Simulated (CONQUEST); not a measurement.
A self-consistent single point of BaTiO3 (Pm-3m, 5 atoms in the cell; from Materials Project mp-2998, changed as shown).

```
CELL_PARAMETERS angstrom
      4.03970     0.00000     0.00000
      0.00000     4.03970     0.00000
      0.00000     0.00000     4.03970
ATOMIC_POSITIONS crystal
  Ba 0.50000 0.50000 0.50000
  Ti 0.00000 0.00000 0.00000
  O  0.50000 0.00000 0.00000
  O  0.00000 0.50000 0.00000
  O  0.00000 0.00000 0.50000
```

All values come from this method and carry its errors: LDA (PW92), numerical atomic orbitals double-zeta with polarisation (the shipped basis), PseudoDojo norm-conserving potentials made for LDA (CONQUEST).

CONQUEST settings:

* **basis**: DZP
* **Diag.MPMeshX, Y, Z**: 6 6 6
* **potentials**: PseudoDojo norm-conserving LDA
* **Grid.GridCutoff**: 140 Ha
* **DM.SolutionMethod**: diagon
* **Diag.kT**: 0.000735 Ha
* **Diag.GammaCentred**: true
* **minE.SCTolerance**: 1.0e-06
* **SC.MaxIters**: 100
* **SC.LinearMixingFactor**: 0.5
* **AtomMove.TypeOfRun**: static

Results:

```
Quantity                                                  Value
------------------------------------------------  -------------
Number of valence electrons                                  40
Number of bands                                              72
Number of k-points after the program's reduction            154
Size of the basis                                            72
Number of SCF iterations                                     10
FFT grid                                           48 × 48 × 48
Free energy E − TS                                -3737.6347 eV
Top of the valence band (on the code's own zero)      -10.04 eV
Gap on the k-point mesh                                 1.54 eV
Pressure                                             -11.35 GPa
```

Stress (GPa, positive for compression):
```
-11.35    0.00    0.00
  0.00  -11.35    0.00
  0.00    0.00  -11.35
```

The gap is read on the k-point mesh of the run and can differ from the gap over the whole zone at this level.

For comparison: a first run was changed to give this one (volume scaled by 0.98), and from it to this one the free energy falls by 22.3 meV/atom, the pressure goes from -14.49 to -11.35 GPa and the gap on the mesh goes from 1.503 to 1.541 eV.

The program uses no crystal symmetry, so grid and mesh can part values that symmetry would make equal. The atom-centred basis is finite, which shifts total energies, pressures and gaps against plane waves. The structure comes from a collection of computed structures, made at another level of theory; the collection holds predicted forms beside known ones. Its lattice was then scaled.

Cost on one core: around 6 core-minutes (rough).
